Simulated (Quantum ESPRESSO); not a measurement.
**Solid-state NMR card for NaCl**

```yaml
crystal:
  lattice:
    - [0.00000, 2.81785, 2.81785]
    - [2.81785, 0.00000, 2.81785]
    - [2.81785, 2.81785, 0.00000]
  atoms:
    - { symbol: Cl, position: [0.00000, 0.00000, 0.00000] }
    - { symbol: Na, position: [0.50000, 0.50000, 0.50000] }
```
The cell was made here from an entry of the Crystallography Open Database (unchecked): atoms relaxed with PBE in the measured cell (PBE without dispersion, pw.x of a modified build of Quantum ESPRESSO, symmetry kept).  Stability against distortions was not tested.

These are absolute shieldings with no macroscopic susceptibility term; δ = σ_ref − σ needs a reference computed alike. By our sweeps, such settings leave a few ppm in absolute σ. No d partial waves on Cl, Na: the paramagnetic term there is incompletely reconstructed.

Question: What do the calculations give at each independent site (shieldings by PBE GIPAW (Quantum ESPRESSO, JTH PAW datasets), 30 Ha, k-mesh 4×4×4 shifted, f-sum rule met within 0.004 %)?

Answer: 
```tsv
site	site symmetry	σ_iso (ppm)
Cl (atom 1)	m-3m	970
Na (atom 2)	m-3m	541
```
